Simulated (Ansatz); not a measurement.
Q: Each is relaxed and computed with DFT-PBE in the program Ansatz with PAW potentials. Which is the only metal?
(A) Be2C, fluorite or antifluorite type
(B) MnGe2, fluorite or antifluorite type
(C) GeS2, anatase
(D) SiGe, Pmma (Si on 2e, Si on 2f, Ge on 2e, Ge on 2f)

A: B, MnGe2, fluorite or antifluorite type. MnGe2: metal; SiGe: gap 0.37 eV (indirect); Be2C: gap 1.17 eV (indirect); GeS2: gap 0.59 eV (indirect). Spin orders computed, not proven ground states: MnGe2, fluorite or antifluorite type ferromagnetic. Constructed cells (a structure type filled with these elements, in neither database checked): MnGe2, fluorite or antifluorite type; GeS2, anatase. Typed or built starts, not in the databases checked: SiGe, Pmma (Si on 2e, Si on 2f, Ge on 2e, Ge on 2f). All cells were relaxed under the symmetry of their starts (and spin orders); stability against distortions was not tested throughout. Scalar-relativistic: spin–orbit coupling is off unless named, which matters more the heavier the elements.

Potentials: the later of the program's two PAW sets.
